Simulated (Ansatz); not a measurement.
HfO₂ (fluorite)

```
CELL_PARAMETERS angstrom
      0.00000     2.54906     2.54906
      2.54906     0.00000     2.54906
      2.54906     2.54906     0.00000
ATOMIC_POSITIONS crystal
  Hf 0.00000 0.00000 0.00000
  O  0.25000 0.25000 0.25000
  O  0.75000 0.75000 0.75000
```

Level of theory: PBE (plane waves to 420 eV, PAW, scalar-relativistic; Ansatz, an electronic-structure program). Harmonic phonons by density-functional perturbation theory on a 10×10×10 k mesh, in cm⁻¹; i marks imaginary ones, q is in fractions of the reciprocal vectors of the cell shown, and the three acoustic modes at Γ are left out. The non-analytic (LO-TO) term is not included, so polar modes at Γ have their transverse values. HfO2 is run without spin polarisation. HfO2 was relaxed with its symmetry unable to fall. Spin-orbit coupling is left out, though Hf is heavy. The PAW data are Ansatz's earlier set. This is a high-temperature form of HfO2.

Question: Is the structure dynamically stable at Γ, L = (0.5, 0.0, 0.0), X = (0.5, 0.5, 0.0)?

Answer: Unstable at this level: the lowest mode is 230i cm⁻¹ at X = (0.5, 0.5, 0.0).

Question: Predict the phonon wavenumbers at Γ, L = (0.5, 0.0, 0.0), X = (0.5, 0.5, 0.0).

Answer: 
| q | wavenumbers (cm⁻¹) |
|---|---|
| Γ | 216 (×3), 564 (×3) |
| L = (0.5, 0.0, 0.0) | 82 (×2), 183, 388 (×2), 488, 498 (×2), 574 |
| X = (0.5, 0.5, 0.0) | 230i, 89 (×2), 249, 285 (×2), 547 (×2), 676 |
